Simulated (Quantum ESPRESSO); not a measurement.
# Electric field gradients in Mg4TeSe3 (changed cell)

```yaml
crystal:
  lattice:
    - [5.64124, 0.00000, 0.00000]
    - [0.00000, 5.64124, 0.00000]
    - [0.00000, 0.00000, 5.64124]
  atoms:
    - { symbol: Mg, position: [0.00000, 0.00000, 0.00000] }
    - { symbol: Te, position: [0.50000, 0.00000, 0.00000] }
    - { symbol: Mg, position: [0.00000, 0.50000, 0.50000] }
    - { symbol: Se, position: [0.50000, 0.50000, 0.50000] }
    - { symbol: Mg, position: [0.50000, 0.00000, 0.50000] }
    - { symbol: Se, position: [0.00000, 0.00000, 0.50000] }
    - { symbol: Mg, position: [0.50000, 0.50000, 0.00000] }
    - { symbol: Se, position: [0.00000, 0.50000, 0.00000] }
```
The cell was made here from a computed Materials Project entry: one of 4 Se replaced by Te, cell and atoms relaxed (PBE without dispersion, pw.x of a modified build of Quantum ESPRESSO, symmetry kept). The parent is MgSe in Fm-3m; whether this form has been observed was not checked. The swapped cell is a model, not a known phase. Stability against distortions was not tested.

Computed: field gradients by a PBE PAW density (pw.x of Quantum ESPRESSO, JTH datasets) with the all-electron reconstruction of Petrilli and co-workers, 20 Ha, k-mesh 4×4×4 through Γ.

```tsv
site	site symmetry	Vzz (10²¹ V/m²)	η_Q	∣C_Q∣ (MHz)
Mg1 (atoms 1, 5, 7)	4/mmm	-0.56	0.00	2.70 (²⁵Mg)
Te (atom 2)	m-3m	0	–	–
Mg2 (atom 3)	m-3m	0	–	0 (²⁵Mg)
Se (atoms 4, 6, 8)	4/mmm	0.56	0.00	–
```

Quadrupole moments taken as inputs (sizes, barn, from the tables of PySCF and pymatgen): ²⁵Mg 0.199.

Convention: |Vzz| is the largest principal value, η_Q = (Vxx − Vyy)/Vzz, |C_Q| = |eQVzz/h|. Cores are frozen. Mg, Se had no test against all-electron runs.
